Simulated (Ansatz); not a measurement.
BaTiS3, cubic perovskite, relaxed with r2SCAN in the PAW code Ansatz. It is cubic, Pm-3m (No. 221); conventional cell a = 4.819 Å, 22.38 Å³ an atom. Ba is surrounded by 12 S at 3.41 Å; Ti is surrounded by 6 S at 2.41 Å; S is surrounded by 2 Ti at 2.41 Å and 4 Ba at 3.41 Å.

The axes x, y and z are those of this cell:
```
Ba Ti S
1.0
     4.81905    0.00000    0.00000
     0.00000    4.81905    0.00000
     0.00000    0.00000    4.81905
Ba Ti S
1 1 3
Direct
  0.00000 0.00000 0.00000
  0.50000 0.50000 0.50000
  0.50000 0.50000 0.00000
  0.50000 0.00000 0.50000
  0.00000 0.50000 0.50000
```

Unstrained: The HSE06 gap is indirect, 0.317 eV (R to Γ), below the direct gap of 0.681 eV at Γ. Meshes: HSE06 4×4×4. Strains are changes of length per length, and xy shears are angles. After each strain the atoms were relaxed again with r2SCAN within the symmetry that the strain leaves, so tilts or polar shifts that break it weren't tested; points keep the names that they have in the unstrained zone. The cell comes from a prototype generator: it can be a known phase or a hypothetical one. Spin polarisation is off.

Question: Apply xy shear, engineering strain (angle) +1.5 %. How far does the gap move, against the unstrained cell?

Answer: HSE06: the gap goes from 0.317 to 0.294 eV (-0.023 eV).

Question: Apply uniaxial -3.0 % along z, other directions held. How far does the gap move, against the unstrained cell?

Answer: HSE06: the gap goes from 0.317 to 0.211 eV (-0.106 eV).

Question: Estimate what isotropic +3.0 % on every length does to the gap.

Answer: HSE06: the gap goes from 0.317 to 0.428 eV (+0.111 eV).

Question: Estimate what uniaxial +2.5 % along x, other directions held does to the gap.

Answer: HSE06: the gap goes from 0.317 to 0.247 eV (-0.070 eV).

Spin-orbit coupling is left out.

The meshes of the hybrids are coarse, so their gaps aren't converged to the digits shown.
